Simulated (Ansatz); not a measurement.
## Br: input, output and frames of a trajectory

All numbers below come from DFT PBEsol, scalar-relativistic, plane waves, PAW (Ansatz 0.2.0). Cutoff 420 eV, shifted (0.5, 0.5, 0.5 steps) 2×2×2 k-points, Fermi–Dirac smearing of 0.16 eV. The mesh is coarse. No spin polarisation.

16 atoms, starting at 1.06 times the perfect crystal's volume (space group Immm, the cell as given, not relaxed at this level); Langevin thermostat at 1800 K (friction 0.005 fs⁻¹), fixed cell; 34 steps of 6 fs. The run is short and not equilibrated. The time step is on the long side.

The calculation finished and met its thresholds.

Time: 4.6 min on 4 threads of Arm Neoverse N1, with other jobs on the host, peak memory 1.2 GiB.

Command:
```bash
ansatz run input.yaml --threads 4 --pin off --max-ram 5120MiB --backend cpu --events-out ev --progress --plain --runs-dir out
```

Input:
```yaml
crystal:
  lattice:
    - [5.2480222609, -7.0149247986, 0.0]
    - [5.2480222609, 7.0149247986, 0.0]
    - [-5.2480222609, 0.0, 7.2963313305]
  atoms:
    - { symbol: Br, position: [0.75, 0.0, 0.5] }
    - { symbol: Br, position: [0.5, 0.0, 0.0] }
    - { symbol: Br, position: [0.75, 0.25, 0.0] }
    - { symbol: Br, position: [0.25, 0.0, 0.5] }
    - { symbol: Br, position: [0.0, 0.0, 0.0] }
    - { symbol: Br, position: [0.5, 0.25, 0.5] }
    - { symbol: Br, position: [0.25, 0.25, 0.0] }
    - { symbol: Br, position: [0.75, 0.5, 0.5] }
    - { symbol: Br, position: [0.5, 0.5, 0.0] }
    - { symbol: Br, position: [0.75, 0.75, 0.0] }
    - { symbol: Br, position: [0.0, 0.25, 0.5] }
    - { symbol: Br, position: [0.25, 0.5, 0.5] }
    - { symbol: Br, position: [0.0, 0.5, 0.0] }
    - { symbol: Br, position: [0.5, 0.75, 0.5] }
    - { symbol: Br, position: [0.25, 0.75, 0.0] }
    - { symbol: Br, position: [0.0, 0.75, 0.5] }
basis:
  ecutwfc: 420
kpoints:
  mp_grid: { grid: [2, 2, 2], shift: [0.5, 0.5, 0.5] }
hamiltonian:
  xc: pbesol
scf:
  occupations: { method: fermi_dirac, width: 0.1551 }
  lower_state_search: "off"
  convergence: { dr2_threshold: 1.0e-07 }
output:
  forces: true
  stress: true
md:
  timestep: 6.0
  n_steps: 34
  ensemble: nvt_langevin
  temperature: 1800.0
  initial_velocities: maxwell_boltzmann
  seed: 38784
  friction: 0.005
```

Output (its end):
```
...
SCF converged after 9 iterations
Free energy (F): -43780.541600 eV
Harris-Foulkes:  -43780.541600 eV  (|F-HF|=3.79e-8)
Internal energy: -43779.669514 eV  (E = F + TS)
E sigma→0 (E₀):  -43780.105557 eV
Entropy (-TS):   -0.872086 eV (-54.505 meV/atom)
Fermi energy:    1.923582 eV
--- Per-component energies (eV) ---
  E_band       = -443.369166
  E_kinetic    = 2105.946452
  E_local      = -4005.684922  (includes V_loc(G=0)·N_el)
  E_nonlocal   = 1129.032854
  E_hartree    = 1074.217049
  E_xc         = -4157.374044
  E_vxc        = -1628.166063  (∫ρ·V_xc dr)
  E_paw        = -35251.783716  (= ΣΔE_a)
  E_vpaw       = -192.931143  (= ΣTr[D̂ρ^β])
  E_aug_tail   = -0.000000  (compensation charges beyond the density's cutoff)
  E_ewald      = -4675.499513
  E_core_change = 1.476325  (= ΣΔE_core)
  E_smearing   = -0.872086  (= −TS)
  E_closure    = -0.000000  (closes the sum)
  Σ components = -43780.541600   (vs F -43780.541600, Δ=0.00e0)
--- Forces (eV/Å), atoms counted from 1 ---
  atom   1  Br     0.48728946    -0.22244851     0.62169487
  atom   2  Br    -1.70652901     0.21525062     0.13623098
  atom   3  Br     1.23722261     0.56957012     0.27946320
  atom   4  Br     2.65672546     0.16470709    -0.20652451
  atom   5  Br    -0.23935695    -0.51462222     0.27816566
  atom   6  Br     0.28036614    -0.12341758     0.16045308
  atom   7  Br     0.19221940     0.07905260     0.16537005
  atom   8  Br    -0.41057216     0.09070912    -0.32087889
  atom   9  Br    -0.17456832     0.42425367    -0.15443966
  atom  10  Br    -0.06977632    -0.63647108    -0.53030517
  atom  11  Br     0.08009325     0.54725958     0.16142582
  atom  12  Br    -0.13869856    -0.37889165     0.20485476
  atom  13  Br     0.72924578    -0.10232420    -0.11316546
  atom  14  Br    -0.19945912    -0.73289891    -0.75096615
  atom  15  Br     0.10500632     0.38950038    -0.22754376
  atom  16  Br    -2.82917626     0.23076927     0.29615287
  max |Σ_I F_I| component: 3.17e-5 eV/Å
--- Stress (GPa, compression-positive) ---
       -0.988653      -0.326770      -0.529142
       -0.326770       1.485957      -0.396800
       -0.529142      -0.396800       0.298988
  P = ⅓ Tr σ = 0.2654 GPa (2.654 kbar)
--- MD trajectory: 34 steps, t = 0.0 → 204.0 fs ---
  final state: T = 1571.9 K   F+E_penalty+E_count = -43780.54159954 eV   E_kin = 3.250953 eV
```

Frames along the run (Å, eV/Å; dE is the potential energy from the first frame):

```xyz
16
Lattice="5.248 -7.015 0.000 5.248 7.015 0.000 -5.248 0.000 7.296" Properties=species:S:1:pos:R:3:forces:R:3 pbc="T T T" time_fs=0.00 dE_eV=0.0000 T_K=1688
Br    1.312   -5.261    3.648    0.000    0.000    0.000
Br    2.624   -3.507    0.000    0.000    0.000    0.000
Br    5.248   -3.507    0.000    0.000    0.000    0.000
Br   -1.312   -1.754    3.648    0.000    0.000    0.000
Br    0.000    0.000    0.000    0.000    0.000    0.000
Br    1.312   -1.754    3.648    0.000    0.000    0.000
Br    2.624    0.000    0.000    0.000    0.000    0.000
Br    3.936   -1.754    3.648    0.000    0.000    0.000
Br    5.248    0.000    0.000    0.000    0.000    0.000
Br    7.872    0.000    0.000    0.000    0.000    0.000
Br   -1.312    1.754    3.648    0.000    0.000    0.000
Br    1.312    1.754    3.648    0.000    0.000    0.000
Br    2.624    3.507    0.000    0.000    0.000    0.000
Br    3.936    1.754    3.648    0.000    0.000    0.000
Br    5.248    3.507    0.000    0.000    0.000    0.000
Br    1.312    5.261    3.648    0.000    0.000    0.000
16
Lattice="5.248 -7.015 0.000 5.248 7.015 0.000 -5.248 0.000 7.296" Properties=species:S:1:pos:R:3:forces:R:3 pbc="T T T" time_fs=18.00 dE_eV=0.2473 T_K=1673
Br    1.256   -5.281    3.689    0.439   -0.010   -0.064
Br    2.565   -3.497   -0.168    0.054    0.001    0.180
Br    5.198   -3.581    0.084    0.029    0.059   -0.084
Br   -1.253   -1.698    3.659   -0.326   -0.151   -0.019
Br    0.150    0.069   -0.114   -0.747   -0.178    0.135
Br    1.341   -1.857    3.493   -0.317    0.172    0.075
Br    2.648   -0.052   -0.156    0.344    0.133    0.077
Br    3.843   -1.751    3.661    0.573   -0.088    0.024
Br    5.271   -0.027    0.085   -0.041   -0.086   -0.062
Br    7.843   -0.073    0.047    0.352    0.160   -0.112
Br   -1.300    1.643    3.618    0.019    0.127    0.026
Br    1.402    1.768    3.610   -0.465   -0.010    0.024
Br    2.597    3.480    0.016   -0.092    0.059   -0.032
Br    3.952    1.891    3.634   -0.011   -0.113    0.000
Br    5.202    3.625    0.094    0.094   -0.148   -0.093
Br    1.278    5.268    3.679    0.096    0.072   -0.076
16
Lattice="5.248 -7.015 0.000 5.248 7.015 0.000 -5.248 0.000 7.296" Properties=species:S:1:pos:R:3:forces:R:3 pbc="T T T" time_fs=30.00 dE_eV=0.6044 T_K=1594
Br    1.237   -5.316    3.681    0.581    0.000   -0.074
Br    2.531   -3.500   -0.276    0.086    0.031    0.344
Br    5.171   -3.612    0.115    0.039    0.053   -0.165
Br   -1.228   -1.643    3.685   -0.291   -0.315   -0.087
Br    0.247    0.090   -0.197   -1.001   -0.204    0.216
Br    1.378   -1.921    3.385   -0.589    0.298    0.109
Br    2.695   -0.085   -0.281    0.403    0.171    0.078
Br    3.806   -1.716    3.683    0.843   -0.168    0.058
Br    5.269   -0.063    0.141    0.007   -0.098   -0.047
Br    7.808   -0.117    0.063    0.446    0.201   -0.157
Br   -1.296    1.574    3.609    0.039    0.186    0.019
Br    1.462    1.770    3.602   -0.712   -0.004    0.018
Br    2.586    3.469    0.021   -0.095    0.111   -0.015
Br    3.961    1.997    3.608    0.081   -0.159    0.007
Br    5.191    3.709    0.151    0.089   -0.265   -0.212
Br    1.276    5.258    3.687    0.075    0.161   -0.094
16
Lattice="5.248 -7.015 0.000 5.248 7.015 0.000 -5.248 0.000 7.296" Properties=species:S:1:pos:R:3:forces:R:3 pbc="T T T" time_fs=48.00 dE_eV=1.1620 T_K=1274
Br    1.245   -5.365    3.678    0.538    0.047   -0.089
Br    2.559   -3.507   -0.410   -0.145    0.055    0.606
Br    5.134   -3.671    0.142    0.132    0.092   -0.247
Br   -1.189   -1.593    3.724   -0.251   -0.456   -0.236
Br    0.376    0.129   -0.308   -1.008   -0.202    0.299
Br    1.395   -2.004    3.253   -0.231    0.531    0.293
Br    2.780   -0.124   -0.449    0.221    0.179    0.005
Br    3.809   -1.639    3.742    0.596   -0.316   -0.061
Br    5.234   -0.137    0.199    0.360   -0.050    0.078
Br    7.762   -0.165    0.097    0.246    0.206   -0.175
Br   -1.297    1.499    3.606    0.089    0.238   -0.006
Br    1.529    1.795    3.628   -0.734   -0.005    0.003
Br    2.569    3.473    0.045   -0.078    0.134    0.030
Br    3.994    2.150    3.551    0.113   -0.267    0.027
Br    5.154    3.816    0.263    0.203   -0.409   -0.463
Br    1.312    5.267    3.706   -0.049    0.223   -0.066
16
Lattice="5.248 -7.015 0.000 5.248 7.015 0.000 -5.248 0.000 7.296" Properties=species:S:1:pos:R:3:forces:R:3 pbc="T T T" time_fs=60.00 dE_eV=1.5716 T_K=1099
Br    1.255   -5.399    3.700    0.438    0.100   -0.150
Br    2.596   -3.512   -0.494   -0.194    0.029    0.719
Br    5.108   -3.715    0.148    0.193    0.144   -0.282
Br   -1.193   -1.579    3.708   -0.233   -0.512   -0.277
Br    0.457    0.146   -0.366   -0.987   -0.192    0.347
Br    1.380   -2.049    3.153    0.188    0.693    0.458
Br    2.827   -0.154   -0.526    0.190    0.187   -0.037
Br    3.831   -1.591    3.789    0.258   -0.415   -0.211
Br    5.216   -0.178    0.244    0.658   -0.014    0.133
Br    7.764   -0.211    0.141   -0.040    0.240   -0.162
Br   -1.309    1.426    3.578    0.116    0.321    0.006
Br    1.546    1.818    3.630   -0.572   -0.032   -0.012
Br    2.560    3.491    0.038   -0.037    0.087    0.077
Br    4.020    2.236    3.542    0.020   -0.376    0.041
Br    5.138    3.883    0.344    0.107   -0.484   -0.589
Br    1.322    5.266    3.724   -0.102    0.226   -0.063
16
Lattice="5.248 -7.015 0.000 5.248 7.015 0.000 -5.248 0.000 7.296" Properties=species:S:1:pos:R:3:forces:R:3 pbc="T T T" time_fs=78.00 dE_eV=2.0623 T_K=911
Br    1.254   -5.465    3.684    0.324    0.323   -0.220
Br    2.629   -3.554   -0.594   -0.052    0.058    0.782
Br    5.105   -3.763    0.127    0.055    0.199   -0.261
Br   -1.207   -1.572    3.649   -0.280   -0.457   -0.198
Br    0.526    0.191   -0.435   -0.418   -0.276    0.350
Br    1.363   -2.087    3.030    0.542    0.752    0.568
Br    2.947   -0.143   -0.614   -0.331    0.232    0.079
Br    3.880   -1.539    3.878   -0.048   -0.445   -0.360
Br    5.251   -0.210    0.312    0.689    0.004    0.108
Br    7.774   -0.270    0.185   -0.125    0.348   -0.132
Br   -1.302    1.365    3.534    0.062    0.372    0.005
Br    1.561    1.865    3.627   -0.458   -0.076   -0.042
Br    2.526    3.540    0.073    0.076   -0.047    0.037
Br    4.026    2.350    3.553    0.068   -0.573    0.044
Br    5.104    3.957    0.446   -0.059   -0.523   -0.629
Br    1.313    5.298    3.779   -0.044    0.108   -0.131
16
Lattice="5.248 -7.015 0.000 5.248 7.015 0.000 -5.248 0.000 7.296" Properties=species:S:1:pos:R:3:forces:R:3 pbc="T T T" time_fs=96.00 dE_eV=2.3902 T_K=1106
Br    1.231   -5.497    3.612    0.289    0.558   -0.222
Br    2.639   -3.641   -0.651    0.058    0.174    0.789
Br    5.145   -3.757    0.081   -0.125    0.198   -0.205
Br   -1.230   -1.581    3.579   -0.304   -0.260   -0.015
Br    0.573    0.265   -0.504    0.052   -0.350    0.363
Br    1.388   -2.051    2.951    0.569    0.628    0.553
Br    3.059   -0.080   -0.690   -0.664    0.214    0.286
Br    3.928   -1.480    3.948   -0.279   -0.374   -0.386
Br    5.319   -0.229    0.355    0.371    0.023   -0.003
Br    7.782   -0.319    0.192    0.030    0.528   -0.101
Br   -1.292    1.347    3.521    0.057    0.352   -0.073
Br    1.530    1.919    3.589   -0.325   -0.092   -0.044
Br    2.504    3.632    0.118    0.130   -0.294   -0.019
Br    4.029    2.428    3.587    0.003   -0.691   -0.007
Br    5.087    3.967    0.520   -0.052   -0.465   -0.628
Br    1.259    5.372    3.864    0.190   -0.150   -0.286
16
Lattice="5.248 -7.015 0.000 5.248 7.015 0.000 -5.248 0.000 7.296" Properties=species:S:1:pos:R:3:forces:R:3 pbc="T T T" time_fs=108.00 dE_eV=2.5916 T_K=1049
Br    1.222   -5.501    3.550    0.250    0.681   -0.191
Br    2.643   -3.715   -0.657    0.078    0.243    0.764
Br    5.177   -3.704    0.053   -0.181    0.139   -0.164
Br   -1.262   -1.588    3.527   -0.311   -0.136    0.124
Br    0.611    0.305   -0.545    0.246   -0.325    0.387
Br    1.445   -2.008    2.887    0.474    0.473    0.473
Br    3.132   -0.046   -0.722   -0.846    0.202    0.313
Br    3.956   -1.428    3.990   -0.457   -0.305   -0.360
Br    5.379   -0.244    0.349    0.022    0.076    0.017
Br    7.787   -0.342    0.200    0.336    0.664   -0.119
Br   -1.274    1.363    3.505    0.039    0.301   -0.113
Br    1.492    1.955    3.537   -0.299   -0.108   -0.019
Br    2.495    3.707    0.169    0.121   -0.513   -0.052
Br    4.007    2.446    3.634    0.083   -0.684   -0.095
Br    5.101    3.959    0.575    0.024   -0.400   -0.569
Br    1.224    5.421    3.913    0.422   -0.309   -0.397
16
Lattice="5.248 -7.015 0.000 5.248 7.015 0.000 -5.248 0.000 7.296" Properties=species:S:1:pos:R:3:forces:R:3 pbc="T T T" time_fs=126.00 dE_eV=2.8240 T_K=950
Br    1.162   -5.470    3.460    0.353    0.686   -0.149
Br    2.670   -3.828   -0.630    0.070    0.276    0.666
Br    5.195   -3.652    0.011   -0.092    0.125   -0.107
Br   -1.302   -1.601    3.464   -0.288    0.047    0.287
Br    0.666    0.357   -0.619    0.260   -0.263    0.494
Br    1.592   -1.950    2.838    0.245    0.248    0.235
Br    3.210    0.006   -0.726   -0.843    0.184    0.204
Br    3.985   -1.395    4.015   -0.647   -0.179   -0.233
Br    5.461   -0.270    0.319   -0.362    0.184    0.067
Br    7.843   -0.342    0.209    0.656    0.853   -0.168
Br   -1.235    1.404    3.455   -0.015    0.194   -0.098
Br    1.405    2.023    3.502   -0.170   -0.134   -0.005
Br    2.492    3.841    0.225    0.038   -0.873   -0.081
Br    4.009    2.473    3.661   -0.050   -0.579   -0.169
Br    5.148    3.993    0.645    0.129   -0.279   -0.413
Br    1.201    5.495    3.952    0.716   -0.488   -0.530
16
Lattice="5.248 -7.015 0.000 5.248 7.015 0.000 -5.248 0.000 7.296" Properties=species:S:1:pos:R:3:forces:R:3 pbc="T T T" time_fs=144.00 dE_eV=2.8693 T_K=887
Br    1.114   -5.388    3.367    0.547    0.522   -0.068
Br    2.701   -3.890   -0.577   -0.007    0.287    0.578
Br    5.196   -3.633   -0.032    0.071    0.154   -0.027
Br   -1.336   -1.642    3.389   -0.256    0.268    0.399
Br    0.734    0.410   -0.676    0.087   -0.230    0.556
Br    1.711   -1.878    2.806    0.081    0.069    0.019
Br    3.252    0.088   -0.690   -0.793    0.212   -0.085
Br    4.010   -1.385    4.026   -0.590   -0.079   -0.070
Br    5.508   -0.310    0.244   -0.347    0.195    0.253
Br    7.894   -0.264    0.239    0.739    0.750   -0.219
Br   -1.203    1.433    3.424   -0.123    0.187   -0.084
Br    1.327    2.096    3.514   -0.034   -0.167   -0.016
Br    2.502    3.919    0.264    0.005   -0.939   -0.138
Br    4.020    2.483    3.690   -0.242   -0.478   -0.200
Br    5.213    3.999    0.689    0.151   -0.140   -0.302
Br    1.242    5.598    3.914    0.711   -0.612   -0.597
16
Lattice="5.248 -7.015 0.000 5.248 7.015 0.000 -5.248 0.000 7.296" Properties=species:S:1:pos:R:3:forces:R:3 pbc="T T T" time_fs=156.00 dE_eV=2.7668 T_K=1048
Br    1.095   -5.323    3.318    0.753    0.344   -0.009
Br    2.720   -3.910   -0.507   -0.132    0.304    0.470
Br    5.199   -3.616   -0.085    0.166    0.179    0.086
Br   -1.345   -1.663    3.343   -0.265    0.399    0.402
Br    0.763    0.437   -0.711   -0.111   -0.249    0.556
Br    1.784   -1.822    2.775    0.071   -0.042   -0.073
Br    3.236    0.146   -0.671   -0.499    0.232   -0.137
Br    4.031   -1.384    4.044   -0.482   -0.028    0.008
Br    5.534   -0.314    0.193   -0.180    0.160    0.252
Br    7.946   -0.183    0.274    0.487    0.501   -0.240
Br   -1.198    1.479    3.404   -0.140    0.195   -0.065
Br    1.310    2.137    3.521    0.017   -0.188   -0.015
Br    2.487    3.916    0.278    0.084   -0.751   -0.174
Br    4.045    2.484    3.727   -0.468   -0.456   -0.197
Br    5.276    3.963    0.711    0.125    0.003   -0.236
Br    1.305    5.637    3.871    0.574   -0.603   -0.627
16
Lattice="5.248 -7.015 0.000 5.248 7.015 0.000 -5.248 0.000 7.296" Properties=species:S:1:pos:R:3:forces:R:3 pbc="T T T" time_fs=174.00 dE_eV=2.5992 T_K=1494
Br    1.101   -5.209    3.230    0.819    0.121    0.189
Br    2.772   -3.927   -0.408   -0.676    0.287    0.310
Br    5.161   -3.572   -0.148    0.580    0.267    0.254
Br   -1.361   -1.684    3.326   -0.363    0.598    0.244
Br    0.752    0.469   -0.722   -0.306   -0.339    0.430
Br    1.935   -1.745    2.718    0.184   -0.214   -0.155
Br    3.201    0.188   -0.655   -0.084    0.194   -0.035
Br    4.052   -1.367    4.090   -0.353    0.074    0.024
Br    5.562   -0.305    0.159    0.019    0.245    0.096
Br    8.048   -0.034    0.305    0.066    0.056   -0.303
Br   -1.238    1.563    3.332   -0.017    0.284    0.008
Br    1.327    2.182    3.504   -0.043   -0.226    0.023
Br    2.435    3.905    0.259    0.288   -0.432   -0.163
Br    4.061    2.491    3.832   -0.542   -0.657   -0.348
Br    5.335    3.910    0.713    0.148    0.255   -0.106
Br    1.428    5.668    3.729    0.282   -0.513   -0.467
16
Lattice="5.248 -7.015 0.000 5.248 7.015 0.000 -5.248 0.000 7.296" Properties=species:S:1:pos:R:3:forces:R:3 pbc="T T T" time_fs=186.00 dE_eV=2.5838 T_K=1694
Br    1.113   -5.119    3.182    0.723   -0.035    0.364
Br    2.804   -3.934   -0.317   -1.267    0.229    0.198
Br    5.122   -3.542   -0.167    1.059    0.423    0.324
Br   -1.375   -1.652    3.300   -0.167    0.537    0.085
Br    0.719    0.497   -0.728   -0.315   -0.429    0.341
Br    2.045   -1.706    2.685    0.320   -0.249   -0.067
Br    3.177    0.200   -0.665    0.101    0.141    0.063
Br    4.067   -1.339    4.125   -0.395    0.107   -0.115
Br    5.587   -0.279    0.145   -0.034    0.332   -0.035
Br    8.119    0.078    0.318   -0.072   -0.241   -0.385
Br   -1.264    1.603    3.277    0.035    0.429    0.059
Br    1.330    2.235    3.478   -0.043   -0.288    0.075
Br    2.389    3.905    0.213    0.454   -0.266   -0.133
Br    4.049    2.488    3.906   -0.476   -0.742   -0.483
Br    5.371    3.896    0.727    0.165    0.375   -0.113
Br    1.521    5.666    3.585   -0.089   -0.321   -0.178
16
Lattice="5.248 -7.015 0.000 5.248 7.015 0.000 -5.248 0.000 7.296" Properties=species:S:1:pos:R:3:forces:R:3 pbc="T T T" time_fs=204.00 dE_eV=2.8741 T_K=1572
Br    1.154   -4.988    3.126    0.487   -0.222    0.622
Br    2.824   -3.952   -0.184   -1.707    0.215    0.136
Br    5.106   -3.491   -0.162    1.237    0.570    0.279
Br   -1.433   -1.571    3.244    2.657    0.165   -0.207
Br    0.650    0.516   -0.757   -0.239   -0.515    0.278
Br    2.215   -1.688    2.625    0.280   -0.123    0.160
Br    3.150    0.235   -0.681    0.192    0.079    0.165
Br    4.055   -1.306    4.170   -0.411    0.091   -0.321
Br    5.621   -0.236    0.074   -0.175    0.424   -0.154
Br    8.220    0.236    0.287   -0.070   -0.636   -0.530
Br   -1.298    1.693    3.211    0.080    0.547    0.161
Br    1.390    2.311    3.415   -0.139   -0.379    0.205
Br    2.322    3.893    0.144    0.729   -0.102   -0.113
Br    3.993    2.498    4.007   -0.199   -0.733   -0.751
Br    5.444    3.911    0.724    0.105    0.390   -0.228
Br    1.673    5.609    3.392   -2.829    0.231    0.296
```